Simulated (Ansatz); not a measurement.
Sn$_{2}$TeS (P6_3mc) at 2 levels of theory

One geometry, relaxed with PBE; plane waves with PAW potentials in Ansatz, scalar-relativistic. No spin polarisation. Gaps are the least over mesh and band path; pressure is positive in compression.

```
Sn Te S
1.0
     4.26771    0.00000    0.00000
    -2.13386    3.69595    0.00000
     0.00000    0.00000   15.49816
Sn Te S
4 2 2
Cartesian
  0.0000 2.4640 9.6063
  2.1339 1.2320 1.8572
  2.1339 1.2320 5.4580
  0.0000 2.4640 13.2070
  0.0000 0.0000 0.1251
  0.0000 0.0000 7.8742
  0.0000 2.4640 4.1834
  2.1339 1.2320 11.9325
```

```csv
level,cutoff (eV),k mesh,gap (eV),pressure (GPa)
PBE,420,12×12×4,0.08,0.0
```

Task: What comes out on the same cell with r2SCAN?

Result:
```csv
level,cutoff (eV),k mesh,gap (eV),pressure (GPa)
r2SCAN,500,12×12×4,0.16,-0.9
```

Spin-orbit coupling matters for the bands of heavy elements and is left out.

The structure comes from a generated guess; another structure or a mixture of phases may lie lower.
